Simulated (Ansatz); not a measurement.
Input file for Ansatz (a first-principles code):

Ansatz 0.2 input:
```yaml
crystal:
  lattice:
    - [0.0, 2.1847541109, 2.1847541109]
    - [2.1847541109, 0.0, 2.1847541109]
    - [2.1847541109, 2.1847541109, 0.0]
  atoms:
    - { symbol: Al, position: [0.0, 0.0, 0.0] }
    - { symbol: N, position: [0.25, 0.25, 0.25] }
kpoints:
  mp_grid: { grid: [10, 10, 10] }
hamiltonian:
  xc: r2scan
  pseudopotentials: { azcp: { folder: ./paw }, kind: paw }
scf:
  occupations: { method: fixed }
phonons:
  method: dfpt
  response_accuracy: low
  qmesh: [5, 5, 5]
  interpolated_qmesh: [21, 21, 21]
  dielectric: true
  rigid_motions: translations
  temperatures: { t_max: 1000, t_step: 50 }
  qpath:
    path:
      - [[0.0, 0.0, 0.0], [0.5, 0.0, 0.5], [0.625, 0.25, 0.625]]  # Γ-X-U
      - [[0.375, 0.375, 0.75], [0.0, 0.0, 0.0], [0.5, 0.5, 0.5], [0.5, 0.25, 0.75], [0.5, 0.0, 0.5]]  # K-Γ-L-W-X
    npoints: 13
```

Output (shortened):

```
WARN phonons: the dynamical matrix that this run interpolates holds no multipole term above the dipole-dipole one, and a site of this crystal is no centre of …
Pseudopotential: Al, paw, valence charge 3
Pseudopotential: N, paw, valence charge 5
Functional definition: r2SCAN
Crystal: 2 atoms, lattice volume = 20.856 Å³
Basis set: ecut = 500 eV, 531 PW (Γ), exchange–correlation on 144×144×144 points (216 copies of the dense FFT grid, shifted against one another)
Bands: 8, of which v1, the nominal top of the filled ones, is band 4 counted from 1 (3 counted from 0)
Symmetry: 24 space group operations
k-points: 171 of 1000 (irreducible under 4 space group operations, time reversal used)
SCF iter   1: F=—  HF=-929.461021 eV  |F-HF|=—  |Δ(HF+E_count)|=         —  Δρ=1.34e-1  dr2=4.66e0  dr2_τ=5.40e-1  ethr=3.10e-3  ⟨swp⟩=4.1  Hψ=8811  notcnv=0  defer=38
preconditioner: auto → none
SCF iter   2: F=—  HF=-928.465951 eV  |F-HF|=—  |Δ(HF+E_count)|=   9.95e-1  Δρ=6.56e-2  dr2=4.51e-1  dr2_τ=2.07e-1  ethr=3.10e-3  ⟨swp⟩=2.7  Hψ=4280  notcnv=0  defer=244
SCF iter   3: F=—  HF=-928.434648 eV  |F-HF|=—  |Δ(HF+E_count)|=   3.13e-2  Δρ=2.39e-2  dr2=6.48e-2  dr2_τ=3.67e-3  ethr=3.10e-3  ⟨swp⟩=2.5  Hψ=2566  notcnv=0  defer=332
SCF iter   4: F=—  HF=-928.438468 eV  |F-HF|=—  |Δ(HF+E_count)|=   3.82e-3  Δρ=2.00e-3  dr2=7.87e-4  dr2_τ=3.69e-5  ethr=8.10e-4  ⟨swp⟩=2.6  Hψ=2448  notcnv=0  defer=340
SCF iter   5: F=—  HF=-928.438316 eV  |F-HF|=—  |Δ(HF+E_count)|=   1.52e-4  Δρ=5.78e-4  dr2=8.36e-5  dr2_τ=1.62e-6  ethr=9.84e-6  ⟨swp⟩=3.0  Hψ=2256  notcnv=0  defer=340
SCF iter   6: F=—  HF=-928.438293 eV  |F-HF|=—  |Δ(HF+E_count)|=   2.28e-5  Δρ=2.24e-5  dr2=4.74e-8  dr2_τ=9.63e-9  ethr=1.05e-6  ⟨swp⟩=2.8  Hψ=2063  notcnv=0  defer=6
SCF iter   7: F=—  HF=-928.438294 eV  |F-HF|=—  |Δ(HF+E_count)|=   5.81e-7  Δρ=4.30e-6  dr2=3.09e-9  dr2_τ=1.54e-10  ethr=5.93e-10  ⟨swp⟩=2.0  Hψ=1997  notcnv=0
SCF iter   8: F=-928.438294 eV  HF=-928.438294 eV  |F-HF|=2.27e-13  |Δ(HF+E_count)|=   2.42e-9  Δρ=3.75e-7  dr2=2.90e-11  dr2_τ=1.46e-12  ethr=1.25e-12  ⟨swp⟩=5.0  Hψ=8948  notcnv=0
SCF 1 converged in 8 iterations: F = -928.438294 eV  dr2 = 2.90e-11
NSCF: frozen V_eff on 2 k-points
DFPT response loops at Γ: preconditioner auto → none (the input reference at scf.mixing.eps_inf says where Resta's filter doesn't serve); β = 0.50 …
── the response to a field inside a basis, on 10×10×10 k-points: an SCF that follows is theirs, and a resumed run solves both again ──
Crystal: 2 atoms, lattice volume = 20.856 Å³
Bands: 5, of which v1, the nominal top of the filled ones, is band 4 counted from 1 (3 counted from 0)
k-points: 110 of 1000 (irreducible under 6 space group operations, time reversal used)
SCF iter   1: F=—  HF=-928.437928 eV  |F-HF|=—  |Δ(HF+E_count)|=         —  Δρ=9.13e-5  dr2=3.33e-7  dr2_τ=3.14e-7  ethr=1.00e-1
preconditioner: auto → none
SCF iter   2: F=-928.437929 eV  HF=-928.437928 eV  |F-HF|=3.55e-7  |Δ(HF+E_count)|=   6.09e-7  Δρ=4.73e-5  dr2=9.33e-8  dr2_τ=2.63e-8  ethr=4.16e-9
SCF 1 converged in 2 iterations: F = -928.437929 eV  dr2 = 9.33e-8
DFPT response loops at Γ: mixed as the last ones told, above
NSCF: frozen V_eff on 47 k-points
NSCF: frozen V_eff on 1100 k-points
DFPT response loops at q = (0, 0, 0.2) (fractional): mixed as the last ones told, above
NSCF: frozen V_eff on 1100 k-points
DFPT response loops at q = (0, 0, 0.4) (fractional): mixed as the last ones told, above
NSCF: frozen V_eff on 610 k-points
DFPT response loops at q = (0, 0.2, 0.2) (fractional): mixed as the last ones told, above
NSCF: frozen V_eff on 2000 k-points
DFPT response loops at q = (0, 0.2, 0.4) (fractional): mixed as the last ones told, above
NSCF: frozen V_eff on 2000 k-points
DFPT response loops at q = (0, 0.2, -0.4) (fractional): mixed as the last ones told, above
NSCF: frozen V_eff on 1100 k-points
DFPT response loops at q = (0, 0.2, -0.19999999999999996) (fractional): mixed as the last ones told, above
NSCF: frozen V_eff on 610 k-points
DFPT response loops at q = (0, 0.4, 0.4) (fractional): mixed as the last ones told, above
NSCF: frozen V_eff on 1100 k-points
DFPT response loops at q = (0, 0.4, -0.4) (fractional): mixed as the last ones told, above
NSCF: frozen V_eff on 1100 k-points
DFPT response loops at q = (0.2, 0.4, -0.4) (fractional): mixed as the last ones told, above
SCF converged after 8 iterations
Free energy (F): -928.438294 eV
Harris-Foulkes:  -928.438294 eV  (|F-HF|=2.27e-13)
Internal energy: -928.438294 eV  (E = F + TS)
E sigma→0 (E₀):  -928.438294 eV
Fermi energy:    6.684854 eV
--- Per-component energies (eV) ---
  E_band       = 11.353163
  E_kinetic    = 157.645717
  E_local      = -209.988360  (includes V_loc(G=0)·N_el)
  E_nonlocal   = 43.626751
  E_hartree    = 78.097110
  E_xc         = -96.252876
  E_vxc        = -117.812250  (∫ρ·V_xc dr)
  E_paw        = -604.976652  (= ΣΔE_a)
  E_vpaw       = -24.594724  (= ΣTr[D̂ρ^β])
  E_aug_tail   = -0.000009  (compensation charges beyond the density's cutoff)
  E_vtau       = 6.281891  (kinetic-family band-sum trace: ∫τ·v_τ [+ j·A + Jᵃ·Aᵃ] dr)
  E_ewald      = -296.500302
  E_core_change = -0.089673  (= ΣΔE_core)
  E_smearing   =  0.000000  (= −TS)
  E_closure    = 0.000000  (closes the sum)
  Σ components = -928.438294   (vs F -928.438294, Δ=0.00e0)
  [band-id]    e_kinetic+e_local+e_nonlocal+2·e_hartree+e_vxc+e_vpaw+e_augmentation_tail+e_vtau = 11.353237   (vs E_band 11.353163, Δ=7.37e-5)
--- Band table (eV; the first three rows and the last of 171) ---
  k-point 0: bands = ["-9.0504", "6.6849", "6.6849", "6.6849", "11.5206", "20.2025", "20.2025", "20.2025"]
  k-point 1: bands = ["-8.9045", "5.8812", "6.6327", "6.6327", "12.1848", "19.8218", "20.3414", "20.3414"]
  k-point 2: bands = ["-8.4912", "4.2569", "6.5023", "6.5023", "13.3582", "19.0269", "20.2275", "20.2275"]
  k-point 170: bands = ["-6.4495", "2.5090", "3.3205", "4.5401", "13.5587", "18.3107", "19.6091", "20.5572"]
--- Phonons (Γ-DFPT): 2 representative perturbations + reference, on 171 of 1000 k-points (Σ response iterations 8) ---
  ASR residual: 6.299e-5 → 0.000e0 eV/Å²; symmetrization residual: 3.534e-5 eV/Å²
  ASR residual per site (eV/Å²): 6.30e-5 2.77e-5
  Γ frequencies (cm⁻¹): 0.00 0.00 0.00 664.04 664.04 664.04
  ε∞ (high-frequency dielectric tensor):
        4.260297     0.000000     0.000000
        0.000000     4.260297     0.000000
        0.000000     0.000000     4.260297
  ε⁰ (static dielectric tensor: ions relaxed, cell fixed):
        8.016568     0.000000     0.000000
        0.000000     8.016568     0.000000
        0.000000     0.000000     8.016568
  ε⁰ − ε∞ (ionic part):
        3.756270     0.000000     0.000000
        0.000000     3.756270     0.000000
        0.000000     0.000000     3.756270
  softest optical mode at Γ: 664.04 cm⁻¹; the repairs (sum rule, projections) moved no ω² at Γ by more than (2.18 cm⁻¹)²
  Born effective charges Z* (e; rows j = field, columns β = displacement):
    site 0:
         2.54422    0.00000    0.00000
         0.00000    2.54422    0.00000
         0.00000    0.00000    2.54422
    site 1:
        -2.54422    0.00000    0.00000
         0.00000   -2.54422    0.00000
         0.00000    0.00000   -2.54422
  Z* charge neutrality: 9.786e-5 e pre-enforcement
  solved inside a basis spanned on kpoints, on 10×10×10 k-points, its susceptibility summed on 14×14×14 …
  optical modes at Γ without the LO–TO term, one row a degenerate level:
      ω (cm⁻¹)  modes    IR ((D/Å)²/amu)
        664.04      3            48.5896
  optical modes at Γ + LO–TO along q̂ = [1.0000, 0.0000, 0.0000]:
      ω (cm⁻¹)  modes    IR ((D/Å)²/amu)
        664.04      2            32.3931
        910.89      1            16.1965
  optical modes at Γ + LO–TO along q̂ = [0.0000, 1.0000, 0.0000]:
      ω (cm⁻¹)  modes    IR ((D/Å)²/amu)
        664.04      2            32.3931
        910.89      1            16.1965
  optical modes at Γ + LO–TO along q̂ = [0.0000, 0.0000, 1.0000]:
      ω (cm⁻¹)  modes    IR ((D/Å)²/amu)
        664.04      2            32.3931
        910.89      1            16.1965
  non-analytic LO–TO correction: the dipole-dipole term of the run's Born effective charges and high-frequency dielectric tensor (where they are solved with …
--- Phonons (arbitrary-q DFPT): 10 irreducible q on the 5×5×5 mesh ---
  q = [0.0000, 0.0000, 0.0000] (star 1, of the zone-centre solve; hermiticity 4.73e-6, symmetrization 1.17e-15):  0.00  0.00 0.00 664.04 664.04 664.04
  q = [0.0000, 0.0000, 0.2000] (star 8, 2 solved perturbations on 550 of 1000 k-point pairs; hermiticity 4.60e-7, symmetrization 1.39e-14): 143.17 143.17 306.47 660.89 660.89 872.93
  q = [0.0000, 0.0000, 0.4000] (star 8, 2 solved perturbations on 550 of 1000 k-point pairs; hermiticity 9.75e-7, symmetrization 1.35e-14): 226.36 226.36 540.23 654.33 654.33 775.64
  q = [0.0000, 0.2000, 0.2000] (star 6, 4 solved perturbations in 970 linear systems a pass and spin channel, the states on 305 of 1000 k-point pairs; hermiticity 2.62e-6, symmetrization 1.36e-11): 214.67 214.67 289.22 667.22 667.22 874.47
  q = [0.0000, 0.2000, 0.4000] (star 24, 4 solved perturbations in 3100 linear systems a pass and spin channel, the states on 1000 of 1000 k-point pairs; hermiticity 9.27e-7, symmetrization 4.97e-15): 278.93 307.03 463.12 663.25 675.39 798.19
  q = [0.0000, 0.2000, -0.4000] (star 24, 4 solved perturbations in 3100 linear systems a pass and spin channel, the states on 1000 of 1000 k-point pairs; hermiticity 9.71e-7, symmetrization 1.27e-14): 278.12 360.22 540.07 653.32 687.38 739.31
  q = [0.0000, 0.2000, -0.2000] (star 12, 4 solved perturbations in 1710 linear systems a pass and spin channel, the states on 550 of 1000 k-point pairs; hermiticity 1.66e-6, symmetrization 7.98e-15): 204.55 309.92 409.62 652.43 682.27 819.53
  q = [0.0000, 0.4000, 0.4000] (star 6, 4 solved perturbations in 970 linear systems a pass and spin channel, the states on 305 of 1000 k-point pairs; hermiticity 9.60e-7, symmetrization 1.70e-11): 334.37 334.37 535.15 667.83 667.83 770.62
  q = [0.0000, 0.4000, -0.4000] (star 12, 4 solved perturbations in 1710 linear systems a pass and spin channel, the states on 550 of 1000 k-point pairs; hermiticity 8.93e-7, symmetrization 6.08e-15): 335.55 412.73 556.87 661.95 674.40 728.90
  q = [0.2000, 0.4000, -0.4000] (star 24, 6 solved perturbations on 550 of 1000 k-point pairs; hermiticity 6.92e-7, symmetrization 1.42e-11): 347.03 407.61 508.86 665.27 681.39 740.11
  sum rule: each row above includes the acoustic sum rule's correction from the zone centre's row sums; it moved no ω² by more than (0.80 cm⁻¹)²
  mesh force constants: q→R imaginary residual 0.00e0; ASR residual 6.299e-5 → 0.000e0 eV/Å²; symmetrization residual 7.105e-15 eV/Å²
  interpolated dispersion: 81 rows × 6 modes
  density of states and harmonic sums: on the 21×21×21 q-mesh, interpolated from the force constants of a 5×5×5 supercell (with the dipole–dipole term)
  largest difference from the sums on the solved wave vectors: F 4.33e-3 eV, S 6.41e-6 and C_V 2.00e-6 eV/K
  zero-point energy: 0.197995 eV/cell   skipped modes (ω ≤ 0): 3   left out of the sums: 5.40e-5 of the cell's modes …
```

Cost: roughly 19 core-minutes on shared cores.

Space group F-43m (zinc blende). The r²SCAN relaxation kept the symmetry of its start.

Potentials: the earlier of the program's two PAW sets.

Ansatz is a plane-wave DFT program.
